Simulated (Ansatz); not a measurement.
Level of theory: DFT PBE, scalar-relativistic, plane waves, PAW (Ansatz). Cutoff 420 eV, Γ-centred meshes of about 0.25 Å⁻¹ or finer for metals and 0.3 Å⁻¹ for insulators (2π included), Gaussian smearing. No spin polarisation.

These are static total energies at zero pressure.

Compare these two cells of La2SnO5, each relaxed at this level.

A.

```
CELL_PARAMETERS angstrom
-1.97784 1.97784 8.27761
1.97784 -1.97784 8.27761
1.97784 1.97784 -8.27761
ATOMIC_POSITIONS crystal
La 0.35630 0.35630 0.00000
La 0.70000 0.70000 0.00000
Sn 0.00846 0.00846 0.00000
O 0.12643 0.12643 0.00000
O 0.96430 0.46430 0.50000
O 0.46430 0.96430 0.50000
O 0.27661 0.77661 0.50000
O 0.77661 0.27661 0.50000
```

B.

```
CELL_PARAMETERS angstrom
2.13235 -6.01879 0.00000
2.13235 6.01879 0.00000
0.00000 0.00000 11.18055
ATOMIC_POSITIONS crystal
La 0.13876 0.86124 0.57276
La 0.13876 0.86124 0.92724
La 0.86124 0.13876 0.07276
La 0.86124 0.13876 0.42723
Sn 0.83150 0.16850 0.75000
Sn 0.16850 0.83150 0.25000
O 0.95078 0.04922 0.61906
O 0.95078 0.04922 0.88094
O 0.71786 0.28214 0.90023
O 0.71786 0.28214 0.59977
O 0.04922 0.95078 0.11906
O 0.04922 0.95078 0.38094
O 0.28214 0.71786 0.09977
O 0.28214 0.71786 0.40023
O 0.71813 0.28187 0.25000
O 0.28187 0.71813 0.75000
```

Question: Which form is favoured at zero pressure, and by what margin per atom?

Answer: B is lower, by 10 meV/atom. A has space group I4mm (No. 107), 16.2 Å³/atom and a gap of 0.82 eV on its mesh; B has space group Cmcm (No. 63), 17.9 Å³/atom and a gap of 2.85 eV. Counting O atoms around La and Sn (those within 1.25 times the shortest such distance or 1.15 times the sum of covalent radii, 1.27 where that leaves under three; a plus sign parts nearer from farther groups), A has La 4+4, Sn 5 and B has La 6, Sn 6. The lower one is the more open, so pressure narrows the difference. In A, around La on its first site lie 4 O at 2.38 Å, 4 O at 2.67 Å and 4 Sn at 3.76 Å; Sn is surrounded by 1 O at 1.95 Å, 4 O at 2.11 Å and 4 La at 3.76 Å; O on a site of symmetry 4mm is surrounded by 1 Sn at 1.95 Å; 3 more sites not described. In B, La has 4 O at 2.32–2.40 Å, 2 O at 2.59–2.63 Å, 3 Sn at 3.63–3.72 Å and 3 La at 3.72–3.79 Å; around Sn lie 6 O at 2.05–2.21 Å and 6 La at 3.63–3.72 Å; O on a site of symmetry m is surrounded by 1 Sn at 2.05 Å, 2 La at 2.32–2.40 Å and 3 O at 2.81–2.93 Å; 2 more sites not described. Both come from trial cells of a structure search, whose lowest cell (Pbam, 13.9 Å³/atom) lies 20 meV/atom below the lower of the two.

Kohn–Sham gaps at this level usually fall short of measured ones. Cells relaxed within their symmetry can be saddle points. Some types were kept out of the candidates beforehand, so the set may lack a known form.
